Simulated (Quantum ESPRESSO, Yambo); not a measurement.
NaI (rock salt, space group Fm-3m, No. 225) under isotropic strain (on all lattice vectors), counted from the cell relaxed with PBEsol, atoms relaxed at each step. PBEsol (pw.x of Quantum ESPRESSO, ONCV potentials, no spin-orbit coupling); G0W0 in Yambo (4×4×4 Γ-centred k mesh, bands 2 to 146 and a 10 Ry block in the screening, 146 bands in G with the Bruneval-Gonze terminator, plasmon pole fitted at 27.2 eV).

```json
[
 {"strain (%)": "-3", "PBEsol gap (eV)": "3.86", "kind": "direct", "G0W0 direct gap (eV)": "5.93 at Γ"},
 {"strain (%)": "-1.5", "PBEsol gap (eV)": "___", "kind": "direct", "G0W0 direct gap (eV)": "___"},
 {"strain (%)": "-0.7", "PBEsol gap (eV)": "3.65", "kind": "direct", "G0W0 direct gap (eV)": "5.75 at Γ"},
 {"strain (%)": "0", "PBEsol gap (eV)": "3.59", "kind": "direct", "G0W0 direct gap (eV)": "5.70 at Γ"},
 {"strain (%)": "+1", "PBEsol gap (eV)": "3.52", "kind": "direct", "G0W0 direct gap (eV)": "5.64 at Γ"},
 {"strain (%)": "+2", "PBEsol gap (eV)": "3.44", "kind": "direct", "G0W0 direct gap (eV)": "5.57 at Γ"}
]
```

Task: Estimate the withheld gaps from the other strains; the computed values follow.

Result: 
- -1.5, PBEsol gap (eV): 3.72
- -1.5, G0W0 direct gap (eV): 5.82 at Γ

GW, BSE and RPA settings are held fixed; their convergence isn't established. Strains are linear. The screening block changes size along the series (229 vectors at -3 %, 259 vectors at -1.5 %, 283 vectors at -0.7 %, 283 vectors at +0 %, 283 vectors at +1 %, 283 vectors at +2 %), which puts steps into the G0W0 values. Spin-orbit coupling is left out, which matters for elements this heavy: edges can move by tenths of an eV.
